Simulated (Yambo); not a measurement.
Quantum ESPRESSO input (PBEsol, PseudoDojo standard norm-conserving files, fully relativistic) whose wavefunctions are converted with p2y:

```
&CONTROL
  calculation = 'nscf'
  pseudo_dir = './pseudo'
  outdir = './out'
/
&SYSTEM
  ibrav = 0
  nat = 2
  ntyp = 2
  ecutwfc = 88.0
  ecutrho = 352.0
  occupations = 'fixed'
  force_symmorphic = .true.
  nbnd = 185
  noncolin = .true.
  lspinorb = .true.
/
&ELECTRONS
  conv_thr = 2e-09
  diago_full_acc = .true.
  diago_thr_init = 1e-08
/
ATOMIC_SPECIES
Na 22.9898 Na.upf
I 126.9045 I.upf
CELL_PARAMETERS angstrom
  0.000000000000   3.200333581000   3.200333581000
  3.200333581000   0.000000000000   3.200333581000
  3.200333581000   3.200333581000   0.000000000000
ATOMIC_POSITIONS crystal
Na   0.000000000000   0.000000000000   0.000000000000
I   0.500000000000   0.500000000000   0.500000000000
K_POINTS automatic
2 2 2 0 0 0
```

Yambo's initialisation report on symmetry, reciprocal space, the k grid and the gaps on this mesh:

```
  [02.02] Symmetries
  ==================

  Inversion symmetry    : yes
  Spatial inversion     : yes
  Inversion index       :  25
  K-space Time-reversal : no
  Magnetic symmetries   : no
  Group table correct   : yes
  Symmetries units      :  [cc]

  [02.03] Reciprocal space
  ========================

  nG shells         :   438
  nG charge         :   49493
  nG WFs            :   7302
  nC WFs            :   6218
  G-vecs. in first 43 shells:  [ Number ]
     1    9   15   27   51   59   65   89  113
    137   169   181   229   259   283   307   331   339
    387   411   459   531   537   561   609   645   701
    725   749   821   869   893   941   965  1037  1067
   1139  1211  1243  1291  1363  1411  1459
  ...
  Shell energy in first 43 shells:  [ mHa ]
    0.00000      404.765      539.686      1079.37      1484.14      1619.06      2158.75      2563.51      2698.43
    3238.12      3642.88      4317.49      4722.26      4857.18      5396.86      5801.63      5936.55      6476.24
    6881.00      7015.92      7555.61      7960.38      8634.98      9039.75      9174.67      9714.36      10119.1
    10254.0      10793.7      11198.5      11333.4      11873.1      12277.9      12952.5      13357.2      13492.2
    14031.8      14436.6      14571.5      15516.0      15650.9      16190.6      16595.4
  ...

  [02.04] K-grid lattice
  ======================

  Compatible Grid is   : 3D
  Base K vectors       :  K_min[ 1 ]  K_min[ 2 ]  K_min[ 3 ]
  K_min[ 1 ] :  0.500000  0.500000  0.500000 [rlu]
  K_min[ 2 ] : -0.500000  0.000000  0.000000 [rlu]
  K_min[ 3 ] :  0.000000 -0.500000  0.000000 [rlu]
  Grid dimensions      :  2  2  2
  K lattice UC volume  :  0.070087 [a.u.]

  IBZ K-points                                      :  3
  BZ  K-points                                      :   8

  K/Q-points units:
  rlu = crystal or reduced units; cc = cartesian coordinates; iku = interal k-units

  K [1]          [rlu]:  0.000000  0.000000  0.000000
         WF components:   6183
  K [2]          [rlu]:  0.000000  0.000000 -0.500000
         WF components:   6164
  K [3]          [rlu]:  0.000000 -0.500000 -0.500000
         WF components:   6218

  [02.05] Energies & Occupations
  ==============================

  [X] === General ===
  [X] Electronic Temperature                        :  0.000000  0.000000 [eV K]
  [X] Bosonic    Temperature                        :  0.000000  0.000000 [eV K]
  [X] Finite Temperature mode                       : no
  [X] El. density                                   :  0.24406E+24 [cm-3]
  [X] Fermi Level                                   :  2.329545 [eV]

  [X] === Gaps and Widths ===
  [X] Conduction Band Min                           :  3.248347 [eV]
  [X] Valence Band Max                              :  0.000000 [eV]
  [X] Filled Bands                                  :  16
  [X] Empty Bands                                   :   17  185
  [X] Direct Gap                                    :  3.248347 [eV]
  [X] Direct Gap localized at k                     :  1
  [X] Indirect Gap                                  :  3.248347 [eV]
  [X] Indirect Gap between kpts                     :  1  1
  [X] Last valence band width                       :  0.858463 [eV]
  [X] 1st conduction band width                     :  1.361027 [eV]
```
The gaps are PBEsol values on this mesh alone; only operations without fractional translations are kept.

Geometry relaxed with PBEsol.
